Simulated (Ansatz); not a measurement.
**Question.** Each is relaxed and computed with HSE06 in the plane-wave PAW code Ansatz. Which alone has a direct gap?
A) PbO2, rutile
B) NiO, rock salt
C) MgS, rock salt
D) MgO, wurtzite

**Answer.** D, MgO, wurtzite. MgO: gap 5.17 eV (direct); MgS: gap 3.82 eV (indirect); NiO: gap 4.51 eV (indirect); PbO2: gap 0.28 eV (indirect). Spin orders computed, not proven ground states: NiO, rock salt antiferromagnetic. Not the usual ambient phase: MgO, wurtzite. All cells were relaxed under the symmetry of their starts (and spin orders); stability against distortions was not tested throughout. Scalar-relativistic: spin–orbit coupling is off unless named, which matters more the heavier the elements.

Potentials: the later of the program's two PAW sets.
